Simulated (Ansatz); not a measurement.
Relaxed MgB2 (space group P6/mmm):

```
MgB2
1.0
    3.07427     0.00000     0.00000
   -1.53713     2.66239     0.00000
    0.00000     0.00000     7.05501
Mg B
2 4
Direct
  0.00000   0.00000   0.00000
  0.00000   0.00000   0.50000
  0.66667   0.33333   0.25000
  0.66667   0.33333   0.75000
  0.33333   0.66667   0.25000
  0.33333   0.66667   0.75000
```

The atoms are displaced by Q × the pattern below (from a DFPT mode at A = (0.0, 0.0, 0.5), largest move 1; Q in Å), at fixed cell. (q is in reciprocal vectors of the primitive cell; the cell shown is doubled to hold the pattern.)

```csv
atom,x,y,z
B3,0.000,0.000,1.000
B4,0.000,0.000,-1.000
B5,0.000,0.000,1.000
B6,0.000,0.000,-1.000
```

Atoms not listed stay in place.

These are PBE (plane waves to 420 eV, PAW, scalar-relativistic; Ansatz, a quantum-chemistry and plane-wave program) values and carry that method's errors. k mesh 17×17×7 (Γ-centred), Fermi-Dirac smearing 0.05 eV. The energy includes the smearing's −TS. With partly filled bands, energies and forces of such displacements shift with the k mesh and the smearing. MgB2 was relaxed with its symmetry unable to fall. The zero of ΔE is the undisplaced structure. The last digit holds for this mesh only.

```
Q (Å)    ΔE (meV/cell)
-------  -------------
-0.2800          898.3
-0.2333          627.6
-0.1867          403.8
-0.1400       withheld
-0.0933          101.7
-0.0467           25.5
0.0000             0.0
0.0467            25.5
0.0933           101.7
0.1400        withheld
0.1867           403.8
0.2333           627.6
0.2800           898.3
```

Fit an even polynomial form (powers 2, 4) to the given rows and predict ΔE at Q = 0.1400.

Least squares on the 11 given rows: ΔE = (11690)·Q² + (-2981)·Q⁴, in meV/cell with Q in Å; root-mean-square residual 0.11 meV/cell. At 0.1400 the fit gives 228.0 meV/cell; the calculation gives 228.1 meV/cell, so the interpolation is off by -0.1 (-0.0 %). The quadratic term alone would give 229.1 meV/cell.

(For displaced atoms, the force is minus the slope of the energy, and its curvature is a force constant, which sets phonon frequencies.)
